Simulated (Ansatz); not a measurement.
**Profile along the Te–Hg line in HgTe (zinc blende)**

HgTe (zinc blende), conventional cell a = b = c = 6.5734 Å, α = β = γ = 90.00°. The calculation uses the primitive cell of 2 atoms, to which meshes and values per cell refer.

Fields along a shortest Te–Hg line of a {110} plane (2.85 Å), from Te to Hg, interpolated on the slice's grid (step about 0.2 Å). These are r2SCAN (plane waves to 500 eV, PAW, scalar-relativistic; Ansatz, an electronic-structure program) values and carry that method's errors. k mesh 12×12×12. Inside the PAW spheres the values are not all-electron values, and peaks at nuclei hang on which shells count as valence. At this level the bands of HgTe touch or barely overlap. HgTe was relaxed with its symmetry unable to fall. Spin-orbit coupling is left out, though Hg and Te are heavy. The PAW data are Ansatz's earlier set.

```csv
distance from Te (Å),valence electron density (e/Å³),electron localisation function
0.00,19.14,x
0.14,17.48,x
0.29,13.34,x
0.43,8.50,x
0.57,4.44,0.17
0.71,1.99,0.31
0.86,0.98,0.44
1.00,0.65,0.55
1.14,0.50,0.63
1.28,0.40,0.59
1.43,0.36,0.43
1.57,0.38,0.28
1.71,0.49,0.23
1.85,0.82,0.29
2.00,1.74,0.38
2.14,3.73,0.46
2.28,6.63,0.50
2.42,9.96,x
2.56,13.40,x
2.71,16.15,x
2.85,17.23,x
```

x: too close to a nucleus for the ELF to mean much.

Density on the Te–Hg line (2.85 Å) at its midpoint: 0.36 e/Å³. ELF at that point: 0.4. ELF maximum in the middle third of the Te–Hg line: 0.63, 1.1 Å from Te.
